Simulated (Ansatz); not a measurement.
All numbers below come from Ansatz, DFT PBE, scalar-relativistic, plane waves, PAW. Settings: cutoff 420 eV, Γ-centred meshes spaced at most about 0.3 Å⁻¹, and about 0.25 Å⁻¹ or finer for metals (2π included), Gaussian smearing. No spin polarisation in the final relaxations.

Temperature and zero-point effects are left out. All come from trial cells, and lower structures may exist.

**Question.** Which of these relaxed structures of SbAs2 is the lowest in energy?
A.

```
Sb As
1.0
     0.00000    4.04965    4.04965
     4.04965    0.00000    4.04965
     4.04965    4.04965    0.00000
Sb As
2 4
Direct
  0.50000 0.50000 0.50000
  0.75000 0.75000 0.75000
  0.12500 0.12500 0.12500
  0.62500 0.12500 0.12500
  0.12500 0.62500 0.12500
  0.12500 0.12500 0.62500
```

B.

```
Sb As
1.0
     5.31536    0.00000    0.00000
    -2.65768    4.60324    0.00000
     0.00000    0.00000    9.83567
Sb As
2 4
Direct
  0.33333 0.66667 0.00000
  0.66667 0.33333 0.00000
  0.00000 0.00000 0.50000
  0.00000 0.00000 0.26511
  0.00000 0.00000 0.73489
  0.00000 0.00000 0.00000
```

**Answer.** A. It has the cubic Laves (C15) type, space group Fd-3m (No. 227); the next, B, with space group P6/mmm (No. 191), lies 0.34 eV/atom higher. Counting As atoms around Sb (those within 1.25 times the shortest such distance or 1.15 times the sum of covalent radii, 1.27 where that leaves under three; the shortest distance is added where it exceeds 1.18 times the sum of covalent radii), the lowest has Sb 12 from 3.4 Å and the next has Sb 3 from 3.1 Å. The next holds As–As chains (shortest 2.31 Å); in the lowest the shortest As–As distance is 2.86 Å, near bonding range too. Even the lowest lies +0.48 eV/atom against the elements.

Spin–orbit coupling, which can matter for Sb, is left out. Cells relaxed within their symmetry can be saddle points. Some types were kept out of the candidates beforehand, so the set may lack a known form.
